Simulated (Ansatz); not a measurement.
**Bi₂Te₂Pb₂S₃: gradients before and after relaxing the atoms**

Start: an entry of the Crystallography Open Database (COD; perhaps a calculated or model structure), atoms as given.

```cif
data_Bi2Te2Pb2S3
_symmetry_space_group_name_H-M 'P-3m1'
_symmetry_Int_Tables_number 164
_cell_length_a 4.2579
_cell_length_b 4.2579
_cell_length_c 16.9431
_cell_angle_alpha 90.000
_cell_angle_beta 90.000
_cell_angle_gamma 120.000
loop_
_atom_site_label
_atom_site_type_symbol
_atom_site_symmetry_multiplicity
_atom_site_Wyckoff_symbol
_atom_site_fract_x
_atom_site_fract_y
_atom_site_fract_z
Bi Bi 2 c 0.0000 0.0000 0.1948
Te Te 2 d 0.3333 0.6667 0.9106
Pb Pb 2 d 0.3333 0.6667 0.6012
S7 S 2 d 0.3333 0.6667 0.2982
S9 S 1 b 0.0000 0.0000 0.5000
```

One atom of each set is listed.

All values are calculated (Ansatz; DFT, PBE, plane waves and PAW, scalar-relativistic, 420 eV cutoff, Γ-centred 8×8×2 k-points, Fermi–Dirac smearing 0.02 eV), not measured.

The largest force at the start is 0.053 eV/Å. Relaxing the ions at fixed cell moves them by 0.011 Å at most (atom 1, Bi) and 0.008 Å rms.

| site | moved (Å) | first shell before | first shell after | V_zz before (10²¹ V/m²) | η before |
| --- | --- | --- | --- | --- | --- |
| Bi | 0.011 | 3 S at 3.02 Å, 3 Te at 3.04 Å | 3 S at 3.02 Å, 3 Te at 3.04 Å | -0.72 | 0.00 |
| Te | 0.003 | 3 Bi at 3.04 Å | 3 Bi at 3.04 Å | 0.60 | 0.00 |
| Pb | 0.004 | 6 S at 2.99–3.00 Å | 6 S at 2.99–3.00 Å | 0.59 | 0.00 |
| S7 | 0.011 | 3 Pb at 2.99 Å, 3 Bi at 3.02 Å | 3 Pb at 2.99 Å, 3 Bi at 3.02 Å | 0.19 | 0.00 |
| S9 | 0.000 | 6 Pb at 3.00 Å | 6 Pb at 3.00 Å | -0.23 | 0.00 |

(1) How do the gradients change?

Answers

(1) 

```json
{"site": "Bi", "V_zz after": "-0.73", "η after": "0.00", "change of V_zz": "-0.01"}
{"site": "Te", "V_zz after": "1.01", "η after": "0.00", "change of V_zz": "+0.41"}
{"site": "Pb", "V_zz after": "0.69", "η after": "0.00", "change of V_zz": "+0.10"}
{"site": "S7", "V_zz after": "0.14", "η after": "0.00", "change of V_zz": "-0.05"}
{"site": "S9", "V_zz after": "-0.28", "η after": "0.00", "change of V_zz": "-0.05"}
```

The largest change of V_zz is on Te, from 0.60 to 1.01. In per cent, |V_zz| changes by +2 on Bi, +69 on Te, +18 on Pb (all sites that start above 0.5).

Spin–orbit coupling is left out, which shifts gradients on Bi and Pb by a few per cent in wide-gap crystals, and can shift them far more where the calculated gap is small or absent, as here. With a gap of 0.4 eV on this mesh, small gradients can still move by 0.1 × 10²¹ V/m² or more as the k-mesh gets denser.
